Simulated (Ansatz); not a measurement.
SnO:
```xyz
4
Lattice="3.7636 0.0000 0.0000 0.0000 3.7636 0.0000 0.0000 0.0000 31.0000" Properties=species:S:1:pos:R:3 pbc="T T F"
Sn     1.8818     0.0000    16.6732
Sn     0.0000     1.8818    14.3268
O      1.8818     1.8818    15.5000
O      0.0000     0.0000    15.5000
```
Free-standing layer in the xy plane with vacuum along z and no interaction between images.

Relaxed with r²SCAN+D4. Special points in fractions of this cell's reciprocal vectors: M (0.500, 0.500, 0.000); Γ (0.000, 0.000, 0.000); X (0.000, 0.500, 0.000).

Q: List the band energies nearest the valence-band maximum at these points for r²SCAN+D4 (plane waves, PAW; program Ansatz).

A: In eV from the valence-band maximum; about four levels below and three above (degenerate sets whole), none deeper than 8.9 eV; … stands for higher levels left out; points with the same levels are listed once.

```csv
k,below,above
M,-1.24 -1.24 -0.57 -0.57,3.59 3.59 5.78 5.78
Γ,-2.36 -1.91 -1.91 -0.08,3.82 3.86 …
X,-3.63 -3.63 -0.53 -0.53,3.53 3.53 …
```

Space group P4/nmm (square). The layer was cut from a bulk entry of the Materials Project (measured or hypothetical); whether that bulk phase is the ambient one, and whether the layer has been isolated, was not checked. The cell was relaxed with r²SCAN+D4 under the symmetry of its start; its stability against distortions is not shown here. Spin–orbit coupling is left out wherever it is not named.

Potentials: the later of the program's two PAW sets.
